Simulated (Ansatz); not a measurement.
## The polar optical mode of GaN at 30 GPa, worked through

Theory: Ansatz 0.2.0, DFT LDA, scalar-relativistic, plane waves, PAW. Cutoff 420 eV, 10×10×10 k-points (Γ-centred), fixed occupations. No spin polarisation. Phonons by linear response, acoustic sum rule imposed.

The cell, relaxed at 30 GPa:
Space group F-43m (No. 216). a = 4.287 Å, b = 4.287 Å, c = 4.287 Å, α = 90.00°, β = 90.00°, γ = 90.00°
```csv
atom,site,symmetry,x,y,z
Ga,4a,-43m,0.0000,0.0000,0.0000
N,4c,-43m,0.2500,0.2500,0.2500
```

Other phases may be more stable at this pressure.

Linear response gives ν_TO = 654.7 cm⁻¹, Born charges ±2.577 e (positive on Ga) and ε∞ = 5.286. The primitive cell holds 19.699 Å³, and the masses are 69.723 and 14.007 amu.

Problem. Find ν_LO and the static dielectric constant.

Solution. The long-wave field adds a restoring force: ω_LO² − ω_TO² = Z*²e²/(ε_vac ε∞ μV). In these units ν_LO² − ν_TO² = 4.92064×10⁷ Z*²/(μ V ε∞) cm⁻², with μ = m₁m₂/(m₁ + m₂) = 11.664 amu: 268997 cm⁻². So ν_LO = √(654.7² + 268997) = 835.3 cm⁻¹, and the run gives 835.3. Lyddane–Sachs–Teller then gives ε0 = ε∞ (ν_LO/ν_TO)² = 8.60, against 8.60 in the run (it forms both from the same three quantities, so the match checks the arithmetic only). Between ν_TO and ν_LO the dielectric function is negative and an undamped crystal reflects fully: a reststrahlen band from 12.0 to 15.3 μm.

Problem. What do the Clausius–Mossotti polarisability and the Szigeti charge come to?

Solution. With the Lorentz local field, α = (3V/4π)(ε∞ − 1)/(ε∞ + 2) = 2.77 Å³ for the pair, and e_S = 3Z*/(ε∞ + 2) = 1.06 e. The Born charge includes the electrons' response to the dipole's own local field, and e_S takes that enhancement out. The Lorentz field assumes point-like polarisable ions, a poor picture once ε∞ is this large, since the electron clouds then overlap or are shared, so both numbers are formal here.

Problem. How strongly does a slow electron couple to the LO mode?

Solution. For one isotropic parabolic band, Fröhlich's constant is α_F = (1/ε∞ − 1/ε0) √(m* Ry/ħω_LO), with Ry = 13.606 eV, ħω_LO = 103.6 meV and m* in free-electron masses: α_F = 0.0729 × 11.46 × √m* = 0.84 √m*. The band mass isn't part of this run; for m* = 0.1, 0.3 and 1 it gives 0.26, 0.46, 0.84. In weak coupling the polaron lies α_F ħω_LO below the band edge (47 meV at m* = 0.3) with a mass m*(1 + α_F/6); past α_F of about 5 or 6 that expansion fails. A semilocal functional's ε∞ tends to be too large, which taken alone lowers α_F.

This zinc-blende form isn't the usual stable structure of the compound at low pressure.

Cost: 1 run of about 0.41 core-minutes, on Intel Xeon Gold 6455B (Sapphire Rapids) (shared hosts).